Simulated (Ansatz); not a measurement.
Mo (hcp (Mg type), P6_3/mmc) under volume change, the program Ansatz at the PBEsol level (PAW), shape and atoms relaxed at each volume.

```json
[
 {"V (Å³/atom)": "14.208", "E − E(relaxed) (meV/atom)": "116.3", "P (GPa)": "28.59"},
 {"V (Å³/atom)": "14.676", "E − E(relaxed) (meV/atom)": "49.1", "P (GPa)": "17.66"},
 {"V (Å³/atom)": "15.145", "E − E(relaxed) (meV/atom)": "11.6", "P (GPa)": "8.16"},
 {"V (Å³/atom)": "15.613", "E − E(relaxed) (meV/atom)": "0.0", "P (GPa)": "0.01"},
 {"V (Å³/atom)": "16.082", "E − E(relaxed) (meV/atom)": "10.5", "P (GPa)": "-6.98"},
 {"V (Å³/atom)": "16.550", "E − E(relaxed) (meV/atom)": "39.8", "P (GPa)": "-12.97"},
 {"V (Å³/atom)": "17.018", "E − E(relaxed) (meV/atom)": "85.5", "P (GPa)": "-18.11"}
]
```

**Question.** What does a third-order Birch–Murnaghan fit give for V₀, B₀ and B′?

**Answer.** V₀ = 15.62 Å³/atom, B₀ = 251 GPa, B′ = 4.0.

The start of the workflow was typed in or built on a structure type; the Crystallography Open Database copy checked does not list it. It is not the phase usual at ambient conditions (space group No. 229). The cell was relaxed with PBEsol under the symmetry of its start; of distortions, only those at the zone centre were tested, and some modes there are weakly imaginary. No spin polarisation was allowed.

Potentials: the earlier of the program's two PAW sets.
